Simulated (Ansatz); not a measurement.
Sb (A7 (α-As type)), relaxed with PBE (Ansatz, a quantum-chemistry and plane-wave program, plane waves, PAW): a = 4.3752 Å, b = 4.3752 Å, c = 11.5367 Å, α = 90.00°, β = 90.00°, γ = 120.00°.

| Item | Result |
|---|---|
| B₀ by P(V) fit (GPa) | 30.0 |

Question: The same phase is relaxed and computed with r²SCAN in the same code. What are the cell and these values now?

Answer: a = 4.3427 Å, b = 4.3427 Å, c = 11.6098 Å, α = 90.00°, β = 90.00°, γ = 120.00°.

* **B₀ by P(V) fit (GPa)**: 26.6

All cells were relaxed under the symmetry of their starts (and spin orders); stability against distortions was not tested throughout. Spin–orbit coupling is left out wherever it is not named.

Potentials: the earlier of the program's two PAW sets.

Ansatz is a plane-wave DFT program.
